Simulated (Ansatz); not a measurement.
Bi₂LiTe₃:
```
CELL_PARAMETERS angstrom
      4.59793     0.00000     0.00000
     -2.29897     3.98193     0.00000
      0.00000     0.00000    10.23397
ATOMIC_POSITIONS crystal
  Te 0.33333 0.66667 0.65885
  Bi 0.66667 0.33333 0.82166
  Te 0.00000 0.00000 0.00000
  Bi 0.33333 0.66667 0.17834
  Te 0.66667 0.33333 0.34115
  Li 0.00000 0.00000 0.50000
```

Relaxed with r²SCAN+D4. Special points in fractions of this cell's reciprocal vectors: Γ (0.000, 0.000, 0.000); M (0.500, 0.000, 0.000); K (0.333, 0.333, 0.000); A (0.000, 0.000, 0.500); L (0.500, 0.000, 0.500); H (0.333, 0.333, 0.500).

Problem. List the band energies nearest the Fermi level at these points for r²SCAN+D4 with spin–orbit coupling (plane waves, PAW; program Ansatz).

Solution. In eV from the Fermi level; about four levels below and three above (degenerate sets whole), none deeper than 8.9 eV; points with the same levels are listed once.

| k | below | above |
|---|---|---|
| Γ | -1.20 -1.20 -1.03 -1.03 | 0.03 0.03 0.19 0.19 |
| M | -1.70 -1.70 -0.14 -0.14 | 1.42 1.42 1.62 1.62 |
| K | -2.04 -2.04 -2.03 -2.03 | 0.37 0.37 1.26 1.26 |
| A | -1.22 -1.22 -0.98 -0.98 | 0.01 0.01 0.22 0.22 |
| L | -1.29 -1.29 -0.26 -0.26 | 0.90 0.90 1.51 1.51 |
| H | -1.11 -1.11 -1.09 -1.09 | 0.64 0.64 0.75 0.75 |

Space group P-3m1. A made-up cell: these elements were put on the sites of a structure type; neither database checked (COD, Materials Project) lists it. Its standing as an ambient phase is unchecked. Symmetry was held in the r²SCAN+D4 relaxation; whether a distortion lowers the energy is not shown. With an odd number of electrons in the cell and no spin polarisation, the count alone makes it a metal.

Potentials: the later of the program's two PAW sets.
